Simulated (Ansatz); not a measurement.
La (dhcp type, space group P6_3/mmc)

```xyz
4
Lattice="3.7704 0.0000 0.0000 -1.8852 3.2652 0.0000 0.0000 0.0000 12.0810" Properties=species:S:1:pos:R:3 pbc="T T T"
La     0.0000     0.0000     0.0000
La     0.0000     0.0000     6.0405
La     0.0000     2.1768     3.0203
La     1.8852     1.0884     9.0608
```

In this cell atom 3 (La, nearest neighbour La at 3.723 Å; its periodic images, 3.8 Å or more away, move with it) is moved by s towards the nearest neighbour, unit vector (-0.506, 0.292, -0.811); all other atoms and the cell stay fixed.

Method: PBE (plane waves to 420 eV, PAW, scalar-relativistic; Ansatz, an electronic-structure program). k mesh 11×11×3 (Γ-centred), Fermi-Dirac smearing 0.05 eV. The energy includes the smearing's −TS. Left out: 1 of 11 points, with atoms too close for the PAW data. With partly filled bands, energies and forces of such displacements shift with the k mesh and the smearing. La is run without spin polarisation. La was relaxed with its symmetry unable to fall. The PAW data are Ansatz's earlier set. ΔE is measured from the undisplaced structure. The last digit holds for this mesh only.

| s (Å) | ΔE (meV/cell) |
|---|---|
| -0.740 | 414.6 |
| -0.592 | 263.6 |
| -0.444 | 145.2 |
| -0.296 | 63.4 |
| -0.148 | 15.6 |
| 0.000 | 0.0 |
| 0.148 | 15.6 |
| 0.296 | 63.3 |
| 0.444 | 145.1 |
| 0.592 | withheld |

**Question.** Fit a polynomial form (powers 2, 3, 4) to the given rows and predict ΔE at s = 0.592.

**Answer.** Least squares on the 9 given rows: ΔE = (728.2)·s² + (-6.436)·s³ + (45.75)·s⁴, in meV/cell with s in Å; root-mean-square residual 0.71 meV/cell. At 0.592 the fit gives 259.5 meV/cell; the calculation gives 264.4 meV/cell, so the extrapolation is off by -4.9 (-1.9 %). The quadratic term alone would give 255.2 meV/cell.

(A displaced cell: forces are minus the slopes of the energy, force constants its curvatures, and phonons follow from these.)
